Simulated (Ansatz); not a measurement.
The start is a generated cell, TePb placed in the rocksalt structure type. The cell and all atomic positions are relaxed at zero pressure with PBE (plane waves to 420 eV, PAW, scalar-relativistic; Ansatz, a program for electronic structure). First-step values are on the input's coarse k-mesh.

Ansatz input (later rounds restart from its end on a renewed k-mesh):
Ansatz 0.2 input:
```yaml
crystal:
  lattice:
    - [0, 3.317612, 3.317612]
    - [3.317612, 0, 3.317612]
    - [3.317612, 3.317612, 0]
  atoms:
    - { symbol: Te, position: [0, 0, 0] }
    - { symbol: Pb, position: [0.5, 0.5, 0.5] }
basis: { ecutwfc: 420, ecutrho_ratio: 4, xc_grid: 2, fft_grid_basis: typed }
kpoints: { mp_grid: { grid: [6, 6, 6] } }
hamiltonian:
  xc: pbe
  dispersion: none
  pseudopotentials: { azcp: { folder: ./paw }, kind: paw }
scf: { occupations: { method: fermi_dirac, width: 0.05 } }
relax: { f_tol: 0.01, max_steps: 100, cell: { stress_tol: 0.02 } }
output: { forces: true, stress: true }
```

Q: By how much does the energy per atom fall from start to end?

A: Under 0.01 eV/atom.

Q: How does the volume change?

A: -2.9 %, from 36.52 to 35.45 Å³/atom.

Q: What band gap does the relaxed structure have at this level?

A: 0.84 eV, direct at L (no spin-orbit coupling).

Q: Write out the relaxed structure.

A: 
Space group Fm-3m (No. 225); a = 6.570 Å, b = 6.570 Å, c = 6.570 Å, α = 90.00°, β = 90.00°, γ = 90.00°

```json
[
 {"atom": "Te", "site": "4a", "symmetry": "m-3m", "x": "0.0000", "y": "0.0000", "z": "0.0000"},
 {"atom": "Pb", "site": "4b", "symmetry": "m-3m", "x": "0.5000", "y": "0.5000", "z": "0.5000"}
]
```
(The calculation used a cell of 2 atoms; values per cell refer to that cell.)

The space group stays Fm-3m (No. 225) (the run could not lower it); the end is rock salt type, with 2 atoms in the primitive cell. Final values are on a 9×9×9 k-mesh of the relaxed cell. No spin polarisation in the result. Without spin-orbit coupling the bands of the heavy element are not split, so the gap can be far off.

The run could not lose the symmetry of its start.

All atoms sit on sites fixed by symmetry, so only the cell could relax.
